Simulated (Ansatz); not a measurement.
# MnMo6Se8: do the settings matter for the field gradients?

Cell: a computed structure from the Materials Project (it need not be an observed phase), taken as it stands.

```xyz
15
Lattice="4.8289 2.7880 3.7031 -4.8289 2.7880 3.7031 0.0000 -5.5759 3.7031" Properties=species:S:1:pos:R:3 pbc="T T T"
Mn    0.0000    0.0000    0.0000
Mo    0.6281    1.4373    4.4104
Mo   -0.6281   -1.4373    6.6988
Mo   -1.5587   -0.1747    4.4104
Mo    1.5587    0.1747    6.6988
Mo    0.9307   -1.2626    4.4104
Mo   -0.9307    1.2626    6.6988
Se   -1.8446    2.3953    4.6028
Se    1.8446   -2.3953    6.5064
Se    0.0000    0.0000    2.3775
Se    0.0000    0.0000    8.7318
Se    2.9967    0.3998    4.6028
Se   -2.9967   -0.3998    6.5064
Se   -1.1521   -2.7952    4.6028
Se    1.1521    2.7952    6.5064
```

Sites (sets of like atoms) are named by element and the number of their first atom in this list.

Reference run. Method: Kohn–Sham DFT in Ansatz, PBE, plane waves and PAW, scalar-relativistic, collinear spin, 420 eV cutoff, Γ-centred 5×5×5 k-points, Fermi–Dirac smearing 0.05 eV. Start moments as typed (μB): 4 on each Mn, none on the rest.

Q: The input is changed as follows: `total_charge`: not typed → 1. What happens to V_zz (10²¹ V/m²) and η?

A: 

| site | atom | V_zz reference | η reference | V_zz changed | η changed |
| --- | --- | --- | --- | --- | --- |
| Mn | 1 | -11.03 | 0.00 | -10.78 | 0.00 |
| Mo | 2 | 3.21 | 0.68 | 3.44 | 0.64 |
| Se8 | 8 | -9.40 | 0.30 | -9.55 | 0.41 |
| Se10 | 10 | 5.35 | 0.00 | 4.09 | 0.00 |

The largest change of V_zz is on Se10, from 5.35 to 4.09. In per cent, |V_zz| changes by -2 on Mn, +7 on Mo, -24 to +2 on Se (all sites that start above 2). The changed cell holds a charge of +1 on a uniform background, so it isn't the neutral crystal. SCF iterations: 14 and 15.

On the reference run: The largest force is 0.9 eV/Å, so the atoms aren't at the calculated equilibrium and relaxing them would move these values. With no gap above 0.1 eV, as in a metal, the gradients converge slowly in k; expect changes of a tenth or more on a denser mesh. Without spin–orbit coupling (the program notes it for Mo) the gradients can shift somewhat, as the gap is small. Semilocal functionals can leave a metal where correlation in the d or f shell opens a gap in the real compound, and that would change the values at and beside Mn and Mo. All moments are parallel here, as the start or the cell imposes; many such compounds order antiparallel, where fields and spin densities carried over to other atoms largely cancel. The magnetic order is the one that the run reached from its start moments, not necessarily the measured one.
